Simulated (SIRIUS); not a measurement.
Consider a self-consistent single point of Te2Mo (P2_1/m, 6 atoms in the cell; from Materials Project mp-602, changed as shown).

```yaml
crystal:
  lattice:
    - [3.52999, 0.00000, 0.00000]
    - [-1.78283, 3.08794, 0.00000]
    - [0.00000, 0.00000, 14.64778]
  atoms:
    - { symbol: Te, position: [0.33333, 0.66667, 0.62782] }
    - { symbol: Te, position: [0.66667, 0.33333, 0.37218] }
    - { symbol: Te, position: [0.66667, 0.33333, 0.12782] }
    - { symbol: Te, position: [0.33333, 0.66667, 0.87218] }
    - { symbol: Mo, position: [0.33333, 0.66667, 0.25000] }
    - { symbol: Mo, position: [0.66667, 0.33333, 0.75000] }
```

Computed with PBE, SSSP 1.1.2 precision PBE pseudopotentials (plane waves; SIRIUS 7.12.0).

SIRIUS settings:

| setting | value |
|---|---|
| parameters.ngridk | 5 5 1 |
| parameters.xc_functionals | [XC_GGA_X_PBE, XC_GGA_C_PBE] |
| parameters.gk_cutoff | 9.487 1/bohr |
| parameters.pw_cutoff | 30 1/bohr |
| parameters.smearing | gaussian |
| parameters.smearing_width | 0.000367493 Ha |
| potentials | SSSP 1.1.2 precision PBE pseudopotentials |
| parameters.electronic_structure_method | pseudopotential |
| parameters.num_bands | 31 |
| parameters.num_mag_dims | 0 |
| parameters.num_dft_iter | 100 |
| parameters.energy_tol | 1e-07 Ha |
| parameters.density_tol | 1e-06 |
| mixer.type | anderson |
| mixer.beta | 0.3 |
| mixer.use_hartree | true |

Results:

- Number of valence electrons: 52
- Number of bands: 31
- Number of k-points after the program's reduction: 13
- Number of plane waves (most at a k-point): 15586
- Number of SCF iterations: 19
- FFT grid: 72 × 72 × 270
- Free energy E − TS: -5175.4475 eV
- Pressure: 2.55 GPa
- Largest force (vector length): 0.379 eV/Å

Forces (eV/Å):
| atom | Fx | Fy | Fz |
|---|---|---|---|
| Te1 | 0.023 | 0.039 | -0.376 |
| Te2 | -0.023 | -0.039 | 0.376 |
| Te3 | -0.023 | -0.039 | -0.376 |
| Te4 | 0.023 | 0.039 | 0.376 |
| Mo5 | 0.046 | 0.077 | 0.000 |
| Mo6 | -0.046 | -0.077 | 0.000 |

Stress (GPa, positive for compression):
```
2.63  0.29  0.00
0.29  1.62  0.00
0.00  0.00  3.40
```

For comparison: a first run was changed to give this one (lattice vector a scaled by 0.99), and from it to this one the free energy goes up by 3.3 meV/atom, the pressure goes from 1.63 to 2.55 GPa and the largest force goes from 0.280 to 0.379 eV/Å.

Spin-orbit coupling is left out, which matters for bands and gaps with elements this heavy. The structure comes from a collection of computed structures, made at another level of theory; the collection holds predicted forms beside known ones.

Cost on one core: roughly 3 core-minutes.
